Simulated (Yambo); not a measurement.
BSE-type run in Yambo on Y2CI2 (space group P-3m1, No. 164), at zero momentum.

Quantum ESPRESSO step (PBEsol, PseudoDojo standard norm-conserving files, scalar-relativistic):
```
&CONTROL
  calculation = 'nscf'
  pseudo_dir = './pseudo'
  outdir = './out'
/
&SYSTEM
  ibrav = 0
  nat = 5
  ntyp = 3
  ecutwfc = 82.0
  ecutrho = 328.0
  occupations = 'fixed'
  force_symmorphic = .true.
  nbnd = 77
/
&ELECTRONS
  conv_thr = 5e-09
  diago_full_acc = .true.
  diago_thr_init = 1e-08
/
ATOMIC_SPECIES
C 12.0110 C.upf
Y 88.9058 Y.upf
I 126.9045 I.upf
CELL_PARAMETERS angstrom
  3.829657627721   0.000000000000   0.000000000000
 -1.914828813860   3.316580793403   0.000000000000
  0.000000000000   0.000000000000  10.369826368000
ATOMIC_POSITIONS crystal
C   0.000000000000   0.000000000000   0.000000000000
Y   0.333333333333   0.666666666667   0.125850523700
Y   0.666666666667   0.333333333333   0.874149476300
I   0.333333333333   0.666666666667   0.666395629700
I   0.666666666667   0.333333333333   0.333604370300
K_POINTS automatic
6 6 2 0 0 0
```

Yambo input:
```
rim_cut
optics
bse
bss
dipoles
em1s
RandQpts= 1000000
RandGvec= 1 Ry
FFTGvecs= 40 Ry
Chimod= "HARTREE"
BSKmod= "SEX"
BSEmod= "resonant"
BSSmod= "hs"
BSENGexx= 15 Ry
BSENGBlk= 3 Ry
% KfnQP_E
 0.659 | 1.0 | 1.0 |
%
% BSEQptR
 1 | 1 |
%
% BSEBands
 12 | 33 |
%
% BEnRange
 0.0 | 9.2 | eV
%
% BDmRange
 0.15 | 0.15 | eV
%
BEnSteps= 184
% BLongDir
 1.0 | 0.0 | 0.0 |
%
BSHayTrs= -0.02
BSSNEig= 24
WRbsWF
% BndsRnXs
 3 | 73 |
%
NGsBlkXs= 3 Ry
% LongDrXs
 1.0 | 1.0 | 1.0 |
%
```

From the report:

The dimension is k points × valence × conduction bands = 72 × 9 × 13 = 8424.
```
   [SLEPC] Approach                          : Krylov-Schur
   [SLEPC] Number of requested eigenvalues   :  24
   [SLEPC] Number of eigenvalues        [NEV]:  24
    [K] Dimension                                    :   8424
    [K] Bands                                        :   12   33
    [K] Exchange res                                 : yes
    [K] Correlation res                              : yes
    [K] W interaction is bare                        : no
    [K] RL vectors exchange                          :   907
    [K] RL vectors correlation                       :   71
    [W] Matrix size                                  :   71
    [W] Bands                                        :    3   73
    [W] Coulomb Cutoff                               : none
    [W] Hxc Kernel                                   : HARTREE
```

Spin-orbit coupling is not included.

Geometry relaxed with PBE+D3(BJ).

The structure is a Materials Project entry; no match was found in the copy of COD used, and its stability was not checked.
